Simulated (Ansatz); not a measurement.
# Does this entry for Tl2WO4 lie near equilibrium?

The cell is a computed structure from the Materials Project (it need not be an observed phase), atoms as given.

Space group P-3m1 (No. 164); a = 6.2254, c = 8.3386 Å, γ = 120.00°.

```csv
site,Wyckoff,site symmetry,x,y,z
Tl1,2d,3m.,0.3333,0.6667,0.8207
Tl3,1b,-3m.,0.0000,0.0000,0.5000
Tl4,1a,-3m.,0.0000,0.0000,0.0000
W,2d,3m.,0.3333,0.6667,0.3170
O7,6i,.m.,0.8223,0.1777,0.7575
O13,2d,3m.,0.6667,0.3333,0.4676
```

One atom of each set is listed.

Computed with Ansatz: DFT, PBE, plane waves and PAW, scalar-relativistic, 420 eV cutoff, Γ-centred 4×4×3 k-points, Fermi–Dirac smearing 0.02 eV.

**Question.** Do the atoms and the cell lie near the calculated equilibrium?

**Answer.** Nearly. The largest force is 0.096 eV/Å, on atom 1 (Tl: 1 O at 2.40 Å; also 6 O at 3.16 Å), and the pressure is 2.0 GPa.
